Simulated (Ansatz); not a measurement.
Ag (fcc (Cu type)) was relaxed and computed twice in Ansatz (plane waves, PAW), once with LDA and once with PBE.

|  | run 1 | run 2 |
|---|---|---|
| cell | a = b = c = 4.1480 Å, α = β = γ = 90.00° | a = b = c = 4.0018 Å, α = β = γ = 90.00° |
| B₀ by P(V) fit (GPa) | 90.1 | 138 |
| K_Hill (GPa) | 91.1 | 138 |
| G_Hill (GPa) | 28.6 | 39.2 |
| Θ_D (K) | 216 | 249 |

**Question.** Which run used which functional?

**Answer.** Run 1 is PBE, run 2 is LDA.

All cells were relaxed under the symmetry of their starts (and spin orders); stability against distortions was not tested throughout. Rows with no word on spin ran without spin polarisation. Scalar-relativistic: spin–orbit coupling is off unless named, which matters more the heavier the elements.

Potentials: the later of the program's two PAW sets.

Ansatz (a first-principles code) is a plane-wave DFT program.
